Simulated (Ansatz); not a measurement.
The elements of this relaxed trial crystal are hidden behind letters.

```
lattice vectors (Å)
  -2.0989    2.0989   14.8442
   2.0989   -2.0989   14.8442
   2.0989    2.0989  -14.8442
fractional positions
X 0.7027 0.7027 0.0000
X 0.2973 0.2973 0.0000
X 0.9057 0.9057 0.0000
X 0.5000 0.5000 0.0000
X 0.0943 0.0943 0.0000
Z 0.3515 0.8515 0.5000
Z 0.1485 0.6485 0.5000
Q 0.9529 0.4529 0.5000
Q 0.5471 0.0471 0.5000
Q 0.7500 0.2500 0.5000
```

Computed with Ansatz 0.2.0, DFT PBE, scalar-relativistic, plane waves, PAW. The final run on the 10-atom cell used 420 eV, a Γ-centred 12×12×12 mesh, 0.10 eV smearing and no spin polarisation.

| Property | Result |
| --- | --- |
| Space group | I-4m2 (No. 119) |
| Conventional cell | a = 4.198 Å, c = 29.688 Å |
| Volume per atom | 26.16 Å³ |
| Density | 5.19 g/cm³ |
| Formation energy | −0.25 eV/atom |
| Gap on the 12×12×12 mesh of the 10-atom cell | 0 eV (the bands meet within 0.015 eV) |

Energies are uncorrected and count from the elements' standard states at the same level.

Task: X is a p-block element of period 4, Z is a p-block element of period 5 and Q is a p-block element of period 4. Which elements are they?

Result: X = Ga, Z = Sb, Q = As, so the formula is Ga5Sb2As3. Density times volume gives a mean mass of 5.19 × 26.16/1.6605 = 81.8 u per atom, and this set has 81.7 u. Ga on a site of symmetry 2mm is surrounded by 2 As at 2.53 Å and 2 Sb at 2.64 Å; Sb has 4 Ga at 2.64 Å; around As on a site of symmetry 2mm lie 4 Ga at 2.52 Å; 3 more sites not described. Other sets within the hints have nearly the same mass, so mass alone doesn't settle it; this one was computed.

These runs have no spin–orbit coupling, which can matter for Sb. The zero gap may come from the functional, which often closes small gaps. A structure relaxed within its symmetry needn't be a true minimum.
